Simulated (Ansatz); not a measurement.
Zn3CdS4, first-principles data

Zn3CdS4:
```xyz
8
Lattice="5.4111 0.0000 0.0000 0.0000 5.4111 0.0000 0.0000 0.0000 5.4111" Properties=species:S:1:pos:R:3 pbc="T T T"
Zn     0.0000     2.7055     2.7055
Zn     2.7055     0.0000     2.7055
Zn     2.7055     2.7055     0.0000
Cd     0.0000     0.0000     0.0000
S      1.4200     1.4200     1.4200
S      1.4200     3.9911     3.9911
S      3.9911     3.9911     1.4200
S      3.9911     1.4200     3.9911
```

Space group P-43m (No. 215); conventional cell a = 5.411 Å, b = 5.411 Å, c = 5.411 Å, α = 90.00°, β = 90.00°, γ = 90.00°.

Method: plane-wave PAW LDA (Ansatz code). Structure relaxed to zero pressure with the same functional. Other levels are named where they apply.

**Cell and energy**

```json
{
  "volume_per_atom": "19.80 Å³",
  "density": "4.58 g/cm³",
  "Formation energy from the elements (no fitted shifts)": "-0.78 eV/atom"
}
```

**Electronic structure**

```json
{
 "band_gap": "1.73 eV (direct)",
 "valence_band_maximum": "at Γ",
 "conduction_band_minimum": "at Γ",
 "electron_effective_mass": "0.15 mₑ (isotropic)",
 "Hole effective mass, band 1 of 3 at the edge": "0.75 along [100], 4.0 along [110], 1.6 along [111] (mₑ)",
 "Hole effective mass, band 2 of 3 at the edge": "0.75 along [100], 0.75 along [110], 1.6 along [111] (mₑ)",
 "Hole effective mass, band 3 of 3 at the edge": "0.17 along [100], 0.14 along [110], 0.13 along [111] (mₑ)"
}
```

**Mechanics**

```json
{
  "Elastic constants (relaxed ions, GPa)": "C11 = 106, C12 = 68.7, C44 = 42.9",
  "mechanical_stability": "stable (all eigenvalues of C positive)",
  "hill_bulk_and_shear_moduli": "81.1 and 30.7 GPa",
  "Young's modulus": "81.7 GPa",
  "Poisson's ratio": "0.33",
  "debye_temperature_from_the_elastic_constants": "320 K",
  "Piezoelectric stress constants (proper, relaxed ions, C/m²)": "e14 = e25 = e36 = 0.20"
}
```

**Dielectric response**

```json
{
  "Electronic dielectric constant ε∞ (DFPT)": "6.41",
  "Static dielectric constant ε0 (ions relaxed, cell fixed)": "9.31",
  "Born charges (a third of the trace)": "Zn +1.97, Cd +2.04, S -1.99 e"
}
```

**Phonons**

```json
{
 "Highest zone-centre frequency (without LO–TO term)": "330 cm⁻¹",
 "zone_centre_stability": "no imaginary mode at Γ",
 "dynamical_stability_on_the_path": "stable (no imaginary branch)",
 "zero_point_energy": "39.0 meV/atom",
 "Vibrational entropy at 300 K": "30.5 J/(K·mol of atoms)"
}
```

The first step of the workflow began from a Materials Project structure, measured or hypothetical; the Crystallography Open Database copy checked does not list it. With Zn and Cd taken as one species the cell has the higher symmetry F-43m, so it may be an ordered model of a mixed-site phase. Its standing as an ambient phase is unchecked. Symmetry was held in the LDA relaxation. Signs of piezoelectric constants follow the polarity of the cell as given. The references are the lowest solids computed at this level, not always the standard phases. Spin–orbit coupling is left out wherever it is not named.

Potentials: the later of the program's two PAW sets.
